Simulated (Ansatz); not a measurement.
Starting cell, WC (WC type, space group P-6m2):

```xyz
4
Lattice="5.8243 0.0000 0.0000 -1.4561 2.5220 0.0000 0.0000 0.0000 2.8362" Properties=species:S:1:pos:R:3 pbc="T T T"
W      0.0000     0.0000     0.0000
W      2.9122     0.0000     0.0000
C      1.4561     0.8407     1.4181
C      4.3682     0.8407     1.4181
```

Scan: atom 1 (W, nearest neighbour C at 2.200 Å; its periodic images, 2.8 Å or more away, move with it) is displaced towards the nearest neighbour, direction (0.000, -0.764, 0.645) in Cartesian axes, by s. The other atoms stay.

Level of theory: r2SCAN (plane waves to 500 eV, PAW, scalar-relativistic; Ansatz, a first-principles code). k mesh 15×15×13 (Γ-centred), Fermi-Dirac smearing 0.05 eV. E stands for the smeared free energy. Left out: 1 of 11 points, with atoms too close for the PAW data. With partly filled bands, energies and forces of such displacements shift with the k mesh and the smearing. Spin-orbit coupling is left out, though W is heavy. WC is run without spin polarisation. WC was relaxed with its symmetry unable to fall. ΔE is measured from the undisplaced structure. The last digit holds for this mesh only.

| s (Å) | ΔE (meV/cell) |
|---|---|
| -0.440 | 2010.1 |
| -0.352 | 1304.3 |
| -0.264 | 738.4 |
| -0.176 | 329.4 |
| -0.088 | withheld |
| 0.000 | 0.0 |
| 0.088 | 84.1 |
| 0.176 | 343.0 |
| 0.264 | 794.6 |
| 0.352 | 1468.2 |

Question: Fit a polynomial form (powers 2, 3, 4) to the given rows and predict ΔE at s = -0.088.

Answer: Least squares on the 9 given rows: ΔE = (10950)·s² + (1897)·s³ + (1496)·s⁴, in meV/cell with s in Å; root-mean-square residual 5.75 meV/cell. At -0.088 the fit gives 83.6 meV/cell; the calculation gives 82.7 meV/cell, so the interpolation is off by 0.9 (+1.1 %). The quadratic term alone would give 84.8 meV/cell.

(A displaced cell: forces are minus the slopes of the energy, force constants its curvatures, and phonons follow from these.)
